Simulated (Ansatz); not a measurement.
A relaxed structure of AlN. Method: r2SCAN (plane waves to 500 eV, PAW, scalar-relativistic; Ansatz, a quantum-chemistry and plane-wave program).

```cif
data_Al2N2
_chemical_formula_sum 'Al2 N2'
_space_group_name_H-M_alt 'P 1'
_space_group_IT_number 1
_cell_length_a 2.83206
_cell_length_b 2.83206
_cell_length_c 4.83948
_cell_angle_alpha 90.000
_cell_angle_beta 90.000
_cell_angle_gamma 120.000
loop_
_space_group_symop_operation_xyz
  'x, y, z'
loop_
_atom_site_label
_atom_site_type_symbol
_atom_site_fract_x
_atom_site_fract_y
_atom_site_fract_z
_atom_site_occupancy
Al1 Al 0.00000 0.00000 0.50000 1
Al2 Al 0.00000 0.00000 0.00000 1
N1 N 0.66667 0.33333 0.25000 1
N2 N 0.33333 0.66667 0.75000 1
```

Task: Determine the symmetry and give the standard cell with its independent sites.

Result: Space group P6₃/mmc (No. 194); a = b = 2.832 Å, c = 4.839 Å, α = β = 90.00°, γ = 120.00°

```
atom  site  symmetry       x       y       z
----  ----  --------  ------  ------  ------
Al      2a      -3m.  0.0000  0.0000  0.0000
N       2d      -6m2  0.6667  0.3333  0.2500
```

This is the NiAs type.

Task: Give the shortest distances between elements (the closest pairs, up to four, under 3.6 Å).

Result: Al–N 2.03 Å; Al–Al 2.42 Å; N–N 2.83 Å.

```yaml
volume_per_atom: 8.40 Å³
band_gap: 5.69 eV, indirect (valence top at Γ, conduction bottom at 38 % of the way from L to M) (no spin-orbit coupling)
smallest_direct_gap: 5.92 eV at Γ
```

No spin polarisation in the result.

The run could not lose the symmetry of its start.

The first start was generated by placing the elements on the sites of a structure type. Materials Project lists a structure of AlN in the same space group, P6₃/mmc (No. 194); the sites were not compared with it, nor with measured phases. Known forms of AlN include space group No. 186, 216.
